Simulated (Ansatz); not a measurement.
## All-electron card of B$_{2}$W

```
CELL_PARAMETERS angstrom
3.02000 0.00000 0.00000
-1.51000 2.61540 0.00000
0.00000 0.00000 3.05000
ATOMIC_POSITIONS crystal
B 0.33333 0.66667 0.50000
B 0.66667 0.33333 0.50000
W 0.00000 0.00000 0.00000
```

Atoms are numbered in the order listed.

The geometry is COD entry 1510851, unchecked; take it as a test cell.

Spin–orbit coupling is left out, though it moves levels of the heavy atoms by tenths of an eV or more.

All numbers are computed: DFT, LDA, all-electron LAPW, scalar-relativistic (Ansatz 0.2.0); DFT, LDA, PAW with Ansatz's default frozen-core files, scalar-relativistic (Ansatz 0.2.0).

For LAPW: a Γ-centred 14×14×12 k mesh, Fermi–Dirac smearing of 0.05 eV, basis error target 0.5 meV/atom, no spin polarisation. PAW takes a cutoff of 420 eV at this cell (files made with PBE, cores remade for this functional). The Ansatz runs share mesh, smearing and spin set-up. Values come from LAPW unless marked.

```
Pressure at this cell                                                                                                  : 22.1 GPa
Band gap                                                                                                               : none: bands cross the Fermi level, a metal
Stress xx, yy, zz (compression positive)                                                                               : 16.60, 16.60, 33.11 GPa
Density of states at the Fermi level (0.2 eV bin)                                                                      : 1.15 states/eV per cell
Löwdin charges (with 0.06 e of the cell spilling out of the atomic basis, so their sizes and signs hang on that basis) : B1 -0.34, W3 0.74 e
Bader charges (from the PAW run)                                                                                       : B1 -0.51, W3 +1.02 e
Volume per atom                                                                                                        : 8.03 Å³
```
